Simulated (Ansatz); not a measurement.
AlP:
Space group F-43m (No. 216); a = 5.434 Å, b = 5.434 Å, c = 5.434 Å, α = 90.00°, β = 90.00°, γ = 90.00°

```
atom  site  symmetry       x       y       z
----  ----  --------  ------  ------  ------
Al      4a      -43m  0.0000  0.0000  0.0000
P       4d      -43m  0.7500  0.7500  0.7500
```
(The calculation used a cell of 2 atoms; values per cell refer to that cell.)

Relaxed with LDA.

Problem. Decompose the optical modes at the zone centre into irreducible representations, and say which are infrared and Raman allowed.

Solution. Point group -43m: Γ_opt = T2. Infrared: T2. Raman: T2.

Problem. Assign frequencies (DFPT, the program Ansatz at the LDA level (PAW); without the LO–TO term).

Solution. T2 440 cm⁻¹.

Symmetry was held in the LDA relaxation.

Potentials: the earlier of the program's two PAW sets. The files were generated under PBE; for other functionals the program regenerates the frozen cores, and for LDA and PBEsol the local potential too.
